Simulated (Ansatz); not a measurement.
BP:
```yaml
crystal:
  lattice:
    - [0.00000, 2.27417, 2.27417]
    - [2.27417, 0.00000, 2.27417]
    - [2.27417, 2.27417, 0.00000]
  atoms:
    - { symbol: B, position: [0.25000, 0.25000, 0.25000] }
    - { symbol: P, position: [0.50000, 0.50000, 0.50000] }
```

Relaxed with PBE.

Task: Give the Bader charges and basin volumes of the independent atoms, the program Ansatz at the PBE level (PAW).

Result: 

```csv
atom,Bader charge (e),Bader volume (Å³)
B1,+0.46,7.1
P2,-0.46,16.5
```

Space group F-43m (zinc blende). The PBE relaxation kept the symmetry of its start. The volume moved by 18 % from the start of the relaxation.

Potentials: the later of the program's two PAW sets.
